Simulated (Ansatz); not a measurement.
Question: Each is relaxed and computed with the program Ansatz at the PBE level (PAW). Which is the only one with a gap?
A. BAs, zinc blende
B. B2Ir, MoSi2 or CaC2 type
C. BP, rock salt
D. GaAs, CsCl type

Answer: A, BAs, zinc blende. BAs: gap 1.20 eV (indirect); B2Ir: metal; BP: metal; GaAs: metal. Constructed cells (a structure type filled with these elements, in neither database checked): B2Ir, MoSi2 or CaC2 type; GaAs, CsCl type. Typed or built starts, not in the databases checked: BP, rock salt. Not the usual ambient phase: BP, rock salt; GaAs, CsCl type. All cells were relaxed under the symmetry of their starts (and spin orders); stability against distortions was not tested throughout. Rows with no word on spin ran without spin polarisation. Spin–orbit coupling is left out wherever it is not named.

Potentials: the earlier of the program's two PAW sets.
